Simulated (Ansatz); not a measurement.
An Ansatz (a program for electronic structure) input:

Ansatz 0.2 input:
```yaml
crystal:
  lattice:
    - [5.39789804, 0.0, 0.0]
    - [-2.69894902, 4.6747168297, 0.0]
    - [0.0, 0.0, 5.3326631021]
  atoms:
    - { symbol: Zr, position: [0.0, 0.0, 0.2603359611] }
    - { symbol: Zr, position: [0.0, 0.0, 0.7396640389] }
    - { symbol: Zr, position: [0.3333333333, 0.6666666667, 0.5] }
    - { symbol: Zr, position: [0.6666666667, 0.3333333333, 0.5] }
    - { symbol: Al, position: [0.0, 0.5, 0.0] }
    - { symbol: Al, position: [0.5, 0.0, 0.0] }
    - { symbol: Al, position: [0.5, 0.5, 0.0] }
kpoints:
  mp_grid: { grid: [7, 7, 6] }
  band_path:
    path:
      - [[0.0, 0.0, 0.0], [0.5, 0.0, 0.0], [0.3333333333, 0.3333333333, 0.0], [0.0, 0.0, 0.0], [0.0, 0.0, 0.5], [0.5, 0.0, 0.5], [0.3333333333, 0.3333333333, 0.5], [0.0, 0.0, 0.5]]  # Γ-M-K-Γ-A-L-H-A
      - [[0.5, 0.0, 0.5], [0.5, 0.0, 0.0]]  # L-M
      - [[0.3333333333, 0.3333333333, 0.5], [0.3333333333, 0.3333333333, 0.0]]  # H-K
    npoints: 8
basis: { xc_grid: 2 }
hamiltonian:
  xc: pbesol
  pseudopotentials: { kind: paw }
magnetization: { noncollinear: true, spin_orbit: true }
scf:
  n_extra_bands: 15
  convergence: { dr2_threshold: 0.0000000001 }
  occupations: { method: gaussian, width: 0.05 }
output: { eigenvalues: true }
```

Question: How many symmetry operations and irreducible k-points will the run report?

Answer: 24 operations, 32 of 294 k-points.

Question: With a cutoff of 420 eV, how many plane waves at Γ?

Answer: 2591.

It took about 90 core-seconds (a rough figure) on shared server cores.

Space group P6/mmm. The first step of the workflow began from a Materials Project structure, measured or hypothetical; the Crystallography Open Database copy checked does not list it. Its standing as an ambient phase is unchecked. The cell was relaxed with PBEsol under the symmetry of its start; of distortions, only those at the zone centre were tested. The run is not spin-polarised.

Potentials: the later of the program's two PAW sets.

Ansatz is a plane-wave DFT program.
